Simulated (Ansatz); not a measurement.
Level: r2SCAN, with U_eff = 3.23 eV on Co d (all-electron-ortho-atomic projectors), no spin polarisation; 500 eV; 9×9×3 Γ-centred mesh; fermi-dirac occupations (width 0.1 eV); Ansatz 0.2.0, fixed geometry.

Computed maps in the lattice plane spanned by a (left to right, 3.69 Å, 11 points from zero) and b (bottom to top, 3.69 Å, 11 points from zero), 90° apart, at height 0.230 along c. The fields are smooth PAW ones with compensation charges, not the true ones near nuclei.

Valence density. Digits on a logarithmic scale: 0 up to 0.03 e/Å³, each further digit a factor of 1.6, 9 from 1.3 e/Å³ up:
```
57998643333
69999742123
69999842113
58999742223
46887544444
56887557876
68999779998
79999889999
79999889999
67998668997
46776545665
```

Problem. The cell is Na$_{2}$CoClO$_{3}$. Which atoms lie within 0.2 Å of this plane, and where (fractions of a and b)?

Solution. O at (0.25, 0.75), O at (0.75, 0.25). The whole cell:
```
CELL_PARAMETERS angstrom
3.68614 0.00000 0.00000
0.00000 3.68614 0.00000
0.00000 0.00000 13.51520
ATOMIC_POSITIONS crystal
O 0.25000 0.25000 0.07450
O 0.75000 0.75000 0.92550
Co 0.25000 0.25000 0.20690
Co 0.75000 0.75000 0.79310
Na 0.75000 0.75000 0.34420
Na 0.25000 0.25000 0.65580
Na 0.75000 0.75000 0.09810
Na 0.25000 0.25000 0.90190
Cl 0.25000 0.25000 0.42470
Cl 0.75000 0.75000 0.57530
O 0.25000 0.75000 0.22960
O 0.75000 0.25000 0.22960
O 0.75000 0.25000 0.77040
O 0.25000 0.75000 0.77040
```

Origin: a known structure type with other elements, at an estimated volume, so it need not be a known compound. Caveats: no spin polarisation, so a magnetic state may lie lower; atoms or cell far from equilibrium.
